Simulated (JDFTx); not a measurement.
An input for JDFTx (a modified build) (ethylene carbonate, C3H4O3 (SMILES O=C1OCCO1), charge 0, multiplicity 1, linear PCM (GLSSA13), chloroform, no salt; bohr, hartree) and the course of its log:

```
lattice \
  22.6767134955 0.0000000000 0.0000000000 \
  0.0000000000 19.8421243086 0.0000000000 \
  0.0000000000 0.0000000000 18.8972612463
coords-type Cartesian
ion O -3.5791625123 -0.0000222973 0.0000157454 0
ion C -1.3418840497 -0.0000152138 -0.0000118809 0
ion O 0.0981547249 2.0939227773 0.0044642690 0
ion C 2.6928652436 1.4574548034 -0.0003023470 0
ion C 2.6928672760 -1.4574608098 0.0003049352 0
ion O 0.0981869969 -2.0939485594 -0.0044905973 0
ion H 3.5791300149 2.2598746270 1.6844213297 0
ion H 3.5724668855 2.2587678905 -1.6891973171 0
ion H 3.5791625123 -2.2598746270 -1.6844099399 0
ion H 3.5724890534 -2.2587636361 1.6891973171 0
ion-species pseudo/o_pbe_v1.2.upf
ion-species pseudo/c_pbe_v1.2.upf
ion-species pseudo/h_pbe_v1.4.upf
core-overlap-check none
elec-cutoff 20 100
elec-ex-corr gga-PBE
symmetries none
elec-n-bands 17
electronic-minimize nIterations 150 energyDiffThreshold 1e-7
fluid LinearPCM
pcm-variant GLSSA13
fluid-solvent CHCl3
fluid-minimize nIterations 400 knormThreshold 1e-11
wavefunction read s0.wfns 20
dump-name s5.$VAR
dump End State Ecomponents EigStats BandEigs Forces ElecDensity IonicPositions FluidDebug
```

```
[one cycle in 7 is shown, and the last three; fluid-solver lines are left out]
ElecMinimize: Iter:   0  Etot: -67.721712420357392  |grad|_K:  4.194e-05  alpha:  1.000e+00
ElecMinimize: Iter:   7  Etot: -67.722772880997780  |grad|_K:  9.139e-06  alpha:  2.585e-01  linmin: -8.227e-04
ElecMinimize: Iter:  14  Etot: -67.722810406481116  |grad|_K:  4.657e-06  alpha:  3.330e-01  linmin:  5.221e-03
ElecMinimize: Iter:  21  Etot: -67.722823886082182  |grad|_K:  9.885e-06  alpha:  2.191e-02  linmin:  1.510e-03
ElecMinimize: Iter:  28  Etot: -67.722831215936822  |grad|_K:  1.081e-05  alpha:  1.242e-02  linmin:  1.067e-03
ElecMinimize: Iter:  35  Etot: -67.722835956030210  |grad|_K:  1.160e-05  alpha:  7.202e-03  linmin:  5.753e-04
ElecMinimize: Iter:  42  Etot: -67.722839756552645  |grad|_K:  1.208e-05  alpha:  5.491e-03  linmin:  3.567e-04
ElecMinimize: Iter:  49  Etot: -67.722842800342860  |grad|_K:  1.090e-05  alpha:  5.449e-03  linmin: -2.421e-04
ElecMinimize: Iter:  56  Etot: -67.722845611408616  |grad|_K:  1.006e-05  alpha:  5.839e-03  linmin:  1.706e-05
ElecMinimize: Iter:  63  Etot: -67.722847925278117  |grad|_K:  9.235e-06  alpha:  5.939e-03  linmin: -3.513e-05
ElecMinimize: Iter:  70  Etot: -67.722850140017215  |grad|_K:  9.211e-06  alpha:  5.789e-03  linmin:  9.579e-05
ElecMinimize: Iter:  77  Etot: -67.722852094082896  |grad|_K:  8.709e-06  alpha:  5.588e-03  linmin:  4.897e-05
ElecMinimize: Iter:  84  Etot: -67.722853897902439  |grad|_K:  8.566e-06  alpha:  5.645e-03  linmin: -1.131e-04
ElecMinimize: Iter:  91  Etot: -67.722855687213780  |grad|_K:  8.199e-06  alpha:  5.983e-03  linmin: -1.736e-04
ElecMinimize: Iter:  98  Etot: -67.722857320114130  |grad|_K:  7.892e-06  alpha:  5.802e-03  linmin:  6.703e-05
ElecMinimize: Iter: 105  Etot: -67.722858841271432  |grad|_K:  7.767e-06  alpha:  5.540e-03  linmin:  4.096e-05
ElecMinimize: Iter: 112  Etot: -67.722860168749463  |grad|_K:  7.149e-06  alpha:  5.538e-03  linmin: -3.135e-05
ElecMinimize: Iter: 119  Etot: -67.722861399586762  |grad|_K:  7.094e-06  alpha:  5.569e-03  linmin: -1.036e-05
ElecMinimize: Iter: 126  Etot: -67.722862498449757  |grad|_K:  6.419e-06  alpha:  5.399e-03  linmin: -1.337e-06
ElecMinimize: Iter: 133  Etot: -67.722863421013102  |grad|_K:  6.184e-06  alpha:  5.424e-03  linmin: -4.615e-05
ElecMinimize: Iter: 140  Etot: -67.722864289043798  |grad|_K:  5.882e-06  alpha:  5.427e-03  linmin: -3.878e-05
ElecMinimize: Iter: 147  Etot: -67.722865059883475  |grad|_K:  5.554e-06  alpha:  5.507e-03  linmin: -1.817e-05
ElecMinimize: Iter: 148  Etot: -67.722865164801505  |grad|_K:  5.545e-06  alpha:  5.511e-03  linmin: -4.091e-05
ElecMinimize: Iter: 149  Etot: -67.722865269557190  |grad|_K:  5.548e-06  alpha:  5.517e-03  linmin: -1.194e-05
ElecMinimize: Iter: 150  Etot: -67.722865374411157  |grad|_K:  5.559e-06  alpha:  5.519e-03  linmin:  3.284e-05
ElecMinimize: None of the convergence criteria satisfied after 150 iterations.
IonicMinimize: Iter:   0  Etot: -67.722865374411157  |grad|_K:  0.000e+00
IonicMinimize: Converged (|grad|_K<1.000000e-04).
```

This run gave no converged result. The loop ran out of cycles short of its threshold. It has stalled and not diverged: the last ten energies span 1e-06 Ha, so the total is near its end, but levels, forces and the chemical potential aren't shown converged.
